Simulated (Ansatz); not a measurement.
BIr:
```xyz
2
Lattice="3.0335 0.0000 0.0000 -1.5167 2.6271 0.0000 0.0000 0.0000 2.6990" Properties=species:S:1:pos:R:3 pbc="T T T"
B      0.0000     0.0000     1.3495
Ir     1.5167     0.8757     0.0000
```

Relaxed with r²SCAN. Special points in fractions of this cell's reciprocal vectors: Γ (0.000, 0.000, 0.000); M (0.500, 0.000, 0.000); K (0.333, 0.333, 0.000); A (0.000, 0.000, 0.500); L (0.500, 0.000, 0.500); H (0.333, 0.333, 0.500).

### Question
List the band energies nearest the Fermi level at these points for DFT-r²SCAN in the program Ansatz with PAW potentials.

### Answer
In eV from the Fermi level; about four levels below and three above (degenerate sets whole), none deeper than 8.9 eV; … stands for higher levels left out; points with the same levels are listed once.

```
k                    below           above
-  -----------------------  --------------
Γ  -5.40 -5.40 -1.20 -1.20  2.91 6.06 6.06
M  -5.64 -4.08 -1.76 -1.62  0.38 1.07 7.66
K  -3.87 -2.38 -1.57 -1.17     0.87 8.80 …
A  -4.81 -4.81 -3.64 -3.64  1.80 4.91 4.91
L  -6.29 -3.59 -1.00 -0.71  0.47 6.21 6.34
H  -6.60 -3.13 -1.65 -0.11  3.84 5.15 6.48
```

Space group P-6m2. The first step of the workflow began from a Materials Project structure, measured or hypothetical; the Crystallography Open Database copy checked does not list it. Whether it is the stable phase at ambient conditions was not checked. Symmetry was held in the r²SCAN relaxation; its stability against distortions is not shown here. No spin polarisation was allowed. Spin–orbit coupling is left out wherever it is not named.

Potentials: the later of the program's two PAW sets.
